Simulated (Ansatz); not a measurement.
## GaPt: pressure against volume

GaPt, P2_13, a = 4.903 Å. The structure is a Materials Project entry; whether it is the stable form wasn't checked. Ansatz: PBEsol, PAW, 420 eV, Γ-centred 8×8×8 mesh on 8 atoms, Gaussian smearing 0.10 eV; no spin polarisation. Shape and atoms are relaxed at each volume; pressure is positive in compression.

| V (Å³/atom) | P (GPa) |
| --- | --- |
| 12.961 | 34.82 |
| 13.403 | ? |
| 13.845 | 14.20 |
| 14.287 | 6.43 |
| 14.729 | 0.00 |
| 15.171 | -5.24 |
| 15.613 | -9.29 |
| 16.202 | -11.59 |

Q: Take V0 = 14.729 Å³/atom, fit the third-order Birch–Murnaghan form to the other rows, and predict the missing pressure.

A: With the Eulerian strain f = ½[(V0/V)^(2/3) − 1] and y = P/[3f(1 + 2f)^(5/2)], the form is the line y = B0 + 1.5 B0 (B0′ − 4) f. Rows (f, y): 0.04449, 210.8; 0.02106, 202.7; 0.01026, 198.6; -0.00976, 188.0; -0.01906, 179.0; -0.03078, 147.1. Means f = 0.002702, y = 187.70; Σ(Δf)² = 0.003890, ΣΔfΔy = 2.868; the slope is their ratio. y = 185.7 + 737.2 f GPa, so B0 = 185.7 GPa and B0′ = 4 + 2 × (737.2)/(3 × 185.7) = 6.65. At V = 13.403, f = 0.03246, y = 209.63 and P = 23.89 GPa. The run gave 23.57 GPa, so the fit is 0.32 GPa too high, within the rms miss on the fitted rows (0.76 GPa). With a term in f² added B0′ becomes 7.13, so this figure hangs on the form.

Spin–orbit coupling is left out, which can shift energies with elements as heavy as these.